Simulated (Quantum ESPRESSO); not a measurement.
# ZrTiHfF4O4: input and log of a self-consistent run

Computed values, not a measurement. The program is pw.x of Quantum ESPRESSO 7.5 (plane-wave density functional theory). The cell is made up: 11 atoms on a fluorite lattice with one site empty, with randomly drawn elements, strain and displacements, not relaxed. PseudoDojo standard norm-conserving files (v0.5 for PBE, v0.4.1 for LDA and PBEsol) set the functional; there is no spin polarisation, spin-orbit coupling or dispersion term, and the masses in the input are unused placeholders.

The hafnium pseudopotential is less sure than the others, with forces about 3 percent (worst 6) and pressure in oxides about 1.5 GPa (worst 2.7) from a second method in checks, which no rerun with the same files tests.

Input:

```
&control calculation='scf', pseudo_dir='./dojo.nc.sr.pbe.v0_5.standard.upf', outdir='./o', disk_io='low', tprnfor=.true., tstress=.true. /
&system ibrav=0, nat=11, ntyp=5, nbnd=50, ecutwfc=107.82251126, nosym=.true., tot_charge=0,
 occupations='smearing', smearing='fd', degauss=0.0018374661
/
&electrons conv_thr=7.350e-09, electron_maxstep=60, /
ATOMIC_SPECIES
F 1.0 F.upf
Hf 1.0 Hf.upf
O 1.0 O.upf
Ti 1.0 Ti.upf
Zr 1.0 Zr.upf
CELL_PARAMETERS angstrom
5.0967 0.0287 -0.086
0.0287 5.2304 0.0183
-0.086 0.0183 5.256
ATOMIC_POSITIONS angstrom
Zr 0.0038 2.6132 2.6386
Ti 2.5211 0.0542 2.5187
Hf 2.5631 2.612 -0.0448
F 1.2282 1.3297 1.2911
F 1.2271 1.2879 3.8837
O 1.2856 3.9585 1.2763
O 1.2562 3.9174 3.9383
O 3.7975 1.2975 1.2518
O 3.7714 1.3466 3.8879
F 3.8698 3.9831 1.2606
F 3.7732 3.963 3.897
K_POINTS automatic
6 6 6 1 1 1
```

The log is shortened where brackets say so; the opening notice, blank lines, dates and the lines on written files are dropped, and the path of the files is cut. It prints rydbergs, bohrs and kilobars, and counts compression as positive stress. With no partly filled state, the Fermi energy that it prints is only some level between the filled and the empty states on the mesh, and need not lie in the true gap.

```
     Program PWSCF v.7.5
     Parallel version (MPI & OpenMP), running on       4 processor cores
     Number of MPI processes:                 4
     Threads/MPI process:                     1
     [start-up lines left out]
     bravais-lattice index     =            0
     lattice parameter (alat)  =       9.6329  a.u.
     unit-cell volume          =     945.2290 (a.u.)^3
     number of atoms/cell      =           11
     number of atomic types    =            5
     number of electrons       =        88.00
     number of Kohn-Sham states=           50
     kinetic-energy cutoff     =     107.8225  Ry
     charge density cutoff     =     431.2900  Ry
     scf convergence threshold =      7.3E-09
     mixing beta               =       0.7000
     number of iterations used =            8  plain     mixing
     Exchange-correlation= PBE
                           (   1   4   3   4   0   0   0)
     [axes and pseudopotential details left out]
   Cartesian axes
     site n.     atom                  positions (alat units)
         1        Zr     tau(   1) = (   0.0007455   0.5126428   0.5176256  )
         2        Ti     tau(   2) = (   0.4945752   0.0106326   0.4941043  )
         3        Hf     tau(   3) = (   0.5028145   0.5124074  -0.0087886  )
         4        F      tau(   4) = (   0.2409413   0.2608530   0.2532807  )
         5        F      tau(   5) = (   0.2407255   0.2526529   0.7618823  )
         6        O      tau(   6) = (   0.2522017   0.7765562   0.2503773  )
         7        O      tau(   7) = (   0.2464342   0.7684934   0.7725935  )
         8        O      tau(   8) = (   0.7449721   0.2545362   0.2455711  )
         9        O      tau(   9) = (   0.7398520   0.2641684   0.7627063  )
        10        F      tau(  10) = (   0.7591555   0.7813821   0.2472974  )
        11        F      tau(  11) = (   0.7402051   0.7774390   0.7644915  )
     number of k points=   108  Fermi-Dirac smearing, width (Ry)=  0.0018
     Number of k-points >= 100: set verbosity='high' to print them.
     Dense  grid:   142993 G-vectors     FFT dimensions: (  64,  72,  72)
     Estimated max dynamical RAM per process >     603.48 MB
     Estimated total dynamical RAM >       2.26 GB
     Initial potential from superposition of free atoms
     starting charge      87.9942, renormalised to      88.0000
     Starting wfcs are   62 randomized atomic wfcs
     total cpu time spent up to now is       23.5 secs
     per-process dynamical memory:   504.7 Mb
     Self-consistent Calculation
     iteration #  1     ecut=   107.82 Ry     beta= 0.70
     Davidson diagonalization with overlap
     ethr =  1.00E-02,  avg # of iterations =  2.0
     total cpu time spent up to now is       56.0 secs
     total energy              =    -660.77948588 Ry
     estimated scf accuracy    <       4.57873766 Ry
     iteration #  2     ecut=   107.82 Ry     beta= 0.70
     Davidson diagonalization with overlap
     ethr =  5.20E-03,  avg # of iterations =  7.0
     total cpu time spent up to now is      110.0 secs
     total energy              =    -655.66313193 Ry
     estimated scf accuracy    <      71.08015892 Ry
     iteration #  3     ecut=   107.82 Ry     beta= 0.70
     Davidson diagonalization with overlap
     ethr =  5.20E-03,  avg # of iterations =  7.9
     total cpu time spent up to now is      159.5 secs
     total energy              =    -663.17108272 Ry
     estimated scf accuracy    <       2.30536945 Ry
     iteration #  4     ecut=   107.82 Ry     beta= 0.70
     Davidson diagonalization with overlap
     ethr =  2.62E-03,  avg # of iterations =  3.4
     total cpu time spent up to now is      193.5 secs
     total energy              =    -663.36258963 Ry
     estimated scf accuracy    <       0.90696887 Ry
     iteration #  5     ecut=   107.82 Ry     beta= 0.70
     Davidson diagonalization with overlap
     ethr =  1.03E-03,  avg # of iterations =  3.7
     total cpu time spent up to now is      225.8 secs
     total energy              =    -663.23903868 Ry
     estimated scf accuracy    <       0.63641974 Ry
     [iterations 6 to 14 left out]
     iteration # 15     ecut=   107.82 Ry     beta= 0.70
     Davidson diagonalization with overlap
     ethr =  8.04E-09,  avg # of iterations =  5.0
     total cpu time spent up to now is      615.7 secs
     total energy              =    -663.33191509 Ry
     estimated scf accuracy    <       0.00000141 Ry
     iteration # 16     ecut=   107.82 Ry     beta= 0.70
     Davidson diagonalization with overlap
     ethr =  1.60E-09,  avg # of iterations =  3.1
     total cpu time spent up to now is      648.6 secs
     total energy              =    -663.33191526 Ry
     estimated scf accuracy    <       0.00000032 Ry
     iteration # 17     ecut=   107.82 Ry     beta= 0.70
     Davidson diagonalization with overlap
     ethr =  3.66E-10,  avg # of iterations =  4.9
     total cpu time spent up to now is      684.5 secs
     total energy              =    -663.33191532 Ry
     estimated scf accuracy    <       0.00000002 Ry
     iteration # 18     ecut=   107.82 Ry     beta= 0.70
     Davidson diagonalization with overlap
     ethr =  2.74E-11,  avg # of iterations =  4.9
     total cpu time spent up to now is      726.5 secs
     total energy              =    -663.33191533 Ry
     estimated scf accuracy    <       0.00000002 Ry
     iteration # 19     ecut=   107.82 Ry     beta= 0.70
     Davidson diagonalization with overlap
     ethr =  1.95E-11,  avg # of iterations =  3.5
     total cpu time spent up to now is      760.7 secs
     End of self-consistent calculation
     Number of k-points >= 100: set verbosity='high' to print the bands.
     the Fermi energy is     8.1286 ev
!    total energy              =    -663.33191533 Ry
     estimated scf accuracy    <          3.4E-09 Ry
     smearing contrib. (-TS)   =      -0.00000053 Ry
     internal energy E=F+TS    =    -663.33191481 Ry
     The total energy is F=E-TS. E is the sum of the following terms:
     one-electron contribution =    -228.54300249 Ry
     hartree contribution      =     157.65527680 Ry
     xc contribution           =    -142.96519929 Ry
     ewald contribution        =    -449.47898982 Ry
     convergence has been achieved in  19 iterations
     Forces acting on atoms (cartesian axes, Ry/au):
     atom    1 type  5   force =    -0.01044268    0.02489959    0.02209641
     atom    2 type  4   force =     0.02048719   -0.00424120   -0.01670887
     atom    3 type  2   force =     0.00675769    0.01985040   -0.02126669
     atom    4 type  1   force =     0.02342336    0.01195623    0.02089279
     atom    5 type  1   force =     0.01793820    0.00669987   -0.01963482
     atom    6 type  3   force =     0.07788190   -0.03482336    0.06556879
     atom    7 type  3   force =     0.03902566   -0.06594932   -0.04767752
     atom    8 type  3   force =    -0.07578478    0.03468952    0.05671504
     atom    9 type  3   force =    -0.06123719    0.04783866   -0.05277784
     atom   10 type  1   force =    -0.02598064   -0.02591306    0.02449939
     atom   11 type  1   force =    -0.01206871   -0.01500734   -0.03170669
     Total force =     0.216194     Total SCF correction =     0.000137
     Computing stress (Cartesian axis) and pressure
          total   stress  (Ry/bohr**3)                   (kbar)     P=     -176.68
  -0.00084854  -0.00063848   0.00002994         -124.82      -93.92        4.40
  -0.00063848  -0.00149555  -0.00004525          -93.92     -220.00       -6.66
   0.00002994  -0.00004525  -0.00125915            4.40       -6.66     -185.23
     init_run     :     22.53s CPU     23.42s WALL (       1 calls)
     electrons    :    734.16s CPU    737.22s WALL (       1 calls)
     forces       :      4.34s CPU      4.35s WALL (       1 calls)
     stress       :     15.76s CPU     15.78s WALL (       1 calls)
     [timing details left out]
     PWSCF        :  12m57.02s CPU  13m 1.33s WALL
     JOB DONE.
```

In other units: free energy -9025.090 eV for the cell, pressure -17.67 GPa, largest force component 2.002 eV/Å. This run is the check on a run of the same cell at a cutoff of 1143 eV and k mesh 4 x 4 x 4: rerunning at a cutoff of 1467 eV and k mesh 6 x 6 x 6 moved values by no more than 0.002 eV in energy, 0.04 GPa in stress and 0.012 eV/Å in force.